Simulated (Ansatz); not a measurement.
The relaxed structure here is a generated cell of Ti: the first start was made by placing the elements on the sites of a structure type, and the end was not matched to a known phase here, so it may be hypothetical. Known forms of Ti include space group No. 194.

A relaxed structure of Ti. Level of theory: PBE (plane waves to 420 eV, PAW, scalar-relativistic; Ansatz, a first-principles code).

```
CELL_PARAMETERS angstrom
      2.70317     1.56068     9.68324
     -2.70317     1.56068     9.68324
      0.00000    -3.12136     9.68324
ATOMIC_POSITIONS crystal
  Ti 0.04711 0.54571 0.04711
  Ti 0.04711 0.04711 0.54571
  Ti 0.54571 0.04711 0.04711
  Ti 0.95289 0.45429 0.95289
  Ti 0.95289 0.95289 0.45429
  Ti 0.45429 0.95289 0.95289
  Ti 0.20950 0.70556 0.20950
  Ti 0.20950 0.20950 0.70556
  Ti 0.70556 0.20950 0.20950
  Ti 0.79050 0.29444 0.79050
  Ti 0.79050 0.79050 0.29444
  Ti 0.29444 0.79050 0.79050
```

Task: Determine the symmetry and give the standard cell with its independent sites.

Result: Space group R-3m, hexagonal axes (No. 166); a = 5.406 Å, b = 5.406 Å, c = 29.050 Å, α = 90.00°, β = 90.00°, γ = 120.00°

| atom | site | symmetry | x | y | z |
|---|---|---|---|---|---|
| Ti | 18h | .m | 0.3343 | 0.1671 | 0.1200 |
| Ti | 18h | .m | 0.1680 | 0.3360 | 0.0415 |

Task: Give the shortest distances between elements (the closest pairs, up to four, under 3.6 Å).

Result: Ti–Ti 2.68 Å.

- Volume per atom: 20.43 Å³
- Density: 3.89 g/cm³
- Band gap: zero (metallic)

No spin polarisation in the result.

The run could not lose the symmetry of its start, so the end can be a saddle point.
